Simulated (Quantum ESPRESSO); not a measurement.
Li2Se: magnetic shieldings

```
Li2Se
1.0
    0.00000     3.00250     3.00250
    3.00250     0.00000     3.00250
    3.00250     3.00250     0.00000
Li Se
2 1
Cartesian
  1.50125   1.50125   1.50125
  4.50375   4.50375   4.50375
  0.00000   0.00000   0.00000
```
The cell was made here from an entry of the Crystallography Open Database (unchecked): atoms relaxed with PBE in the measured cell (PBE without dispersion, pw.x of a modified build of Quantum ESPRESSO, symmetry kept).  Stability against distortions was not tested.

Computed: shieldings by PBE GIPAW (Quantum ESPRESSO, JTH PAW datasets), 20 Ha, k-mesh 5×5×5 shifted, f-sum rule met within 0.001 %.

| site | site symmetry | σ_iso (ppm) |
|---|---|---|
| Li (atoms 1, 2) | -43m | 78 |
| Se (atom 3) | m-3m | 2435 |

Shieldings are absolute and leave out the bulk-susceptibility term; a larger σ means a smaller chemical shift. In our sweeps, cutoffs and meshes of this size left a few ppm, and up to some 20 ppm on atoms from Zn on. No spin–orbit coupling; Se is the heaviest element present. No d partial waves on Se: the paramagnetic term there is incompletely reconstructed. The structure is static (0 K, no zero-point motion).
